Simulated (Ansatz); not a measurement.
Question: Name crystals whose computed values (the program Ansatz at the PBEsol level (PAW)) fall in these windows: B₀ by P(V) fit (GPa) 150 to 180; highest Γ mode, no LO–TO term (cm⁻¹) 230 to 300.

Answer: 

```json
[
 {"crystal": "AlIr, rock salt", "B₀ by P(V) fit (GPa)": "168", "highest Γ mode, no LO–TO term (cm⁻¹)": "278"},
 {"crystal": "Cu, hcp (Mg type)", "B₀ by P(V) fit (GPa)": "167", "highest Γ mode, no LO–TO term (cm⁻¹)": "259"},
 {"crystal": "Cu, dhcp (α-La type)", "B₀ by P(V) fit (GPa)": "167", "highest Γ mode, no LO–TO term (cm⁻¹)": "261"}
]
```
Others may fit too.

Typed or built starts, not in the databases checked: AlIr, rock salt. Not the usual ambient phase: Cu, hcp (Mg type); Cu, dhcp (α-La type). Unstable at this level: AlIr, rock salt. All cells were relaxed under the symmetry of their starts (and spin orders); stability against distortions was not tested throughout. Named crystals with no word on spin ran without spin polarisation. Spin–orbit coupling is left out wherever it is not named.

Potentials: the earlier of the program's two PAW sets. The files were generated under PBE; for other functionals the program regenerates the frozen cores, and for LDA and PBEsol the local potential too.
